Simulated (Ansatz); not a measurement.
Random displacements in Si7Ge

All numbers below come from Ansatz 0.2.0, DFT PBEsol, scalar-relativistic, plane waves, PAW. Settings: plane waves to 420 eV, k-mesh 6×6×6 (Γ-centred), Gaussian smearing 0.03 eV. No spin polarisation. Energies are free energies at this smearing, counted from the undisturbed cell; pressure is positive in compression.

Zero of the scan (as given, not relaxed at this level, and it needn't be the usual structure):

```
CELL_PARAMETERS angstrom
5.46540 0.00000 0.00000
0.00000 5.46540 0.00000
0.00000 0.00000 5.46540
ATOMIC_POSITIONS crystal
Si 0.25262 0.25262 0.25262
Si 0.00000 0.50000 0.50000
Si 0.50000 0.50000 0.00000
Si 0.50000 0.00000 0.50000
Si 0.74738 0.25262 0.74738
Si 0.74738 0.74738 0.25262
Si 0.25262 0.74738 0.74738
Ge 0.00000 0.00000 0.00000
```

After a displacement of all atoms with no net shift and a strain of the cell, the run gives ΔE = 87.6 meV/atom; stress (xx, yy, zz, yz, xz, xy; compression positive) (0.15, 1.60, 2.14, -4.52, -0.56, 3.67) GPa; gap on the mesh 0.04 eV.

| atom | Fx (eV/Å) | Fy | Fz |
| --- | --- | --- | --- |
| Si1 | -0.541 | 0.926 | -0.574 |
| Si2 | 2.008 | -0.901 | 1.103 |
| Si3 | -1.393 | -0.216 | -0.966 |
| Si4 | 1.324 | -0.539 | -0.485 |
| Si5 | -0.115 | -0.649 | 0.234 |
| Si6 | -1.205 | 2.154 | 0.207 |
| Si7 | -0.381 | -0.762 | 0.891 |
| Ge8 | 0.304 | -0.013 | -0.409 |

(1) Which displacements (Å, in the unstrained cell) and strain were applied?

Results:

(1)
| atom | ux | uy | uz |
| --- | --- | --- | --- |
| Si1 | 0.00 | -0.11 | 0.09 |
| Si2 | -0.08 | 0.04 | -0.12 |
| Si3 | 0.05 | -0.01 | 0.08 |
| Si4 | 0.00 | 0.04 | 0.06 |
| Si5 | -0.01 | 0.09 | 0.02 |
| Si6 | 0.04 | -0.08 | -0.05 |
| Si7 | -0.02 | -0.01 | -0.04 |
| Ge8 | 0.01 | 0.03 | -0.04 |
Strain (Voigt, engineering shear): (0.0125, -0.0055, -0.0121, 0.0410, 0.0267, -0.0472).

Cost: 1 run of about 0.73 core-minutes, on Arm Neoverse V2 (shared hosts).